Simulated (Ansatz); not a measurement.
GeSe:
```yaml
crystal:
  lattice:
    - [0.00000, 2.81131, 2.81131]
    - [2.81131, 0.00000, 2.81131]
    - [2.81131, 2.81131, 0.00000]
  atoms:
    - { symbol: Ge, position: [0.00000, 0.00000, 0.00000] }
    - { symbol: Se, position: [0.50000, 0.50000, 0.50000] }
```

Relaxed with HSE06.

Q: Give the Bader charges and basin volumes of the independent atoms, HSE06 in the plane-wave PAW code Ansatz.

A: 

```tsv
atom	Bader charge (e)	Bader volume (Å³)
Ge1	+0.79	17.7
Se2	-0.79	26.7
```

Space group Fm-3m (rock salt). The first step of the workflow began from a Materials Project structure, measured or hypothetical; the Crystallography Open Database copy checked does not list it. It is not the phase usual at ambient conditions (space group No. 62). Symmetry was held in the HSE06 relaxation; whether a distortion lowers the energy is not shown.

Potentials: the earlier of the program's two PAW sets.
